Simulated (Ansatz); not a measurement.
Input and command of a plane-wave DFT calculation in Ansatz:

```yaml
crystal:
  lattice:
    - [0.0, 2.3433725186, 2.3433725186]
    - [2.3433725186, 0.0, 2.3433725186]
    - [2.3433725186, 2.3433725186, 0.0]
  atoms:
    - { symbol: Hf, position: [0.5, 0.5, 0.5] }
    - { symbol: C, position: [0.0, 0.0, 0.0] }
basis:
  ecutwfc: 500
kpoints:
  mp_grid: { grid: [16, 16, 16] }
hamiltonian:
  xc: r2scan
scf:
  occupations: { method: gaussian, width: 0.1 }
output:
  forces: true
  stress: true
  eigenvalues: true
```

```bash
ansatz run input.yaml --threads 1 --pin off --max-ram 2560MiB --backend cpu --events-out ev --progress --plain --runs-dir out
```

Processor: Arm Neoverse V2, 1 thread, on a host shared with other jobs.

Estimate time, memory and problem size.

About 6.7 s on 1 thread of Arm Neoverse V2, on a shared host, peak memory 0.42 GiB. It solves 19 bands at 145 k points (the mesh reduced by the symmetry that the task leaves, which can be less than the crystal's) with about 645 plane waves, in 7 SCF iterations.
